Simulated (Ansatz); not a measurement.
# How much do the gradients of BaB₁₂H₁₂ depend on the method?

Cell: a Materials Project structure (computed, not necessarily an observed phase), atoms as given.

```xyz
50
Lattice="7.3054 0.0000 0.0000 -3.6527 6.3266 0.0000 0.0000 0.0000 11.8102" Properties=species:S:1:pos:R:3 pbc="T T T"
Ba    3.6527    2.1089    3.1077
Ba    0.0000    4.2178    9.0128
B     5.2724    2.4429    7.2154
B     3.1321    0.5391    7.2154
B     2.5535    3.3446    7.2154
B     1.6198    3.8837    1.3102
B    -0.5206    5.7875    1.3102
B    -1.0992    2.9820    1.3102
B     2.6465    1.8996    6.1979
B     3.9745    3.0849    6.1979
B     4.3370    1.3422    6.1979
B    -1.0062    4.4270    0.2927
B     0.3219    3.2418    0.2927
B     0.6843    4.9845    0.2927
B     4.6577    2.3090    8.8765
B     3.3235    1.1384    8.8765
B     2.9768    2.8792    8.8765
B     1.0050    4.0176    2.9713
B    -0.3292    5.1882    2.9713
B    -0.6759    3.4475    2.9713
B     2.0234    1.7756    7.8587
B     4.1787    3.6865    7.8587
B     4.7560    0.8645    7.8587
B    -1.6293    4.5510    1.9536
B     0.5260    2.6401    1.9536
B     1.1033    5.4621    1.9536
H    -0.8880    2.6683    6.9444
H    -0.8978    5.7615    6.9444
H     1.7858    4.2234    6.9444
H     2.7647    3.6583    1.0393
H     2.7549    0.5651    1.0393
H     5.4385    2.1032    1.0393
H     1.9136    1.7446    5.2600
H     4.2067    3.7971    5.2600
H     4.8377    0.7849    5.2600
H    -1.7391    4.5821   11.1651
H     0.5541    2.5295   11.1651
H     1.1850    5.5417   11.1651
H     5.3570    2.4297    9.8432
H     3.0783    0.4725    9.8432
H     2.5227    3.4245    9.8432
H     1.7043    3.8969    3.9381
H    -0.5743    5.8542    3.9381
H    -1.1300    2.9022    3.9381
H     0.8755    1.5302    8.0948
H    -2.7653    4.8033    8.0948
H     1.8897    6.3198    8.0948
H     4.5282    4.7964    2.1897
H     0.8874    1.5233    2.1897
H     5.5424    0.0069    2.1897
```

Sites (sets of like atoms) are named by element and the number of their first atom in this list.

First run. All values are calculated (Ansatz; DFT, PBE, plane waves and PAW, scalar-relativistic, 420 eV cutoff, Γ-centred 5×5×3 k-points, Fermi–Dirac smearing 0.05 eV), not measured.

```csv
site,atom,V_zz (10²¹ V/m²),η
Ba,1,-2.11,0.00
B3,3,-0.71,0.11
B9,9,-0.72,0.07
B15,15,-0.73,0.14
B21,21,-0.86,0.13
H27,27,1.97,0.08
H33,33,1.95,0.07
H45,45,1.96,0.05
```

Second run. The same atoms and settings, except that the functional is r2SCAN and the cutoff is 500 eV.

(1) What does the second run give?

## Answers

(1) 

```json
{"site": "Ba", "atom": "1", "V_zz": "-2.26", "η": "0.00", "change of V_zz": "-0.15"}
{"site": "B3", "atom": "3", "V_zz": "-0.70", "η": "0.12", "change of V_zz": "+0.01"}
{"site": "B9", "atom": "9", "V_zz": "-0.71", "η": "0.07", "change of V_zz": "+0.01"}
{"site": "B15", "atom": "15", "V_zz": "-0.71", "η": "0.14", "change of V_zz": "+0.02"}
{"site": "B21", "atom": "21", "V_zz": "-0.84", "η": "0.13", "change of V_zz": "+0.02"}
{"site": "H27", "atom": "27", "V_zz": "1.96", "η": "0.08", "change of V_zz": "-0.01"}
{"site": "H33", "atom": "33", "V_zz": "1.94", "η": "0.07", "change of V_zz": "-0.01"}
{"site": "H45", "atom": "45", "V_zz": "1.95", "η": "0.05", "change of V_zz": "-0.01"}
```

The largest change of V_zz is on Ba, from -2.11 to -2.26. In per cent, |V_zz| changes by +7 on Ba, -2 to -1 on B, -1 on H (all sites that start above 0.5).

Without spin–orbit coupling (the program notes it for Ba) the gradients are little affected as a rule: paired runs on crystals with a gap mostly move them by under 2 % at such atoms.
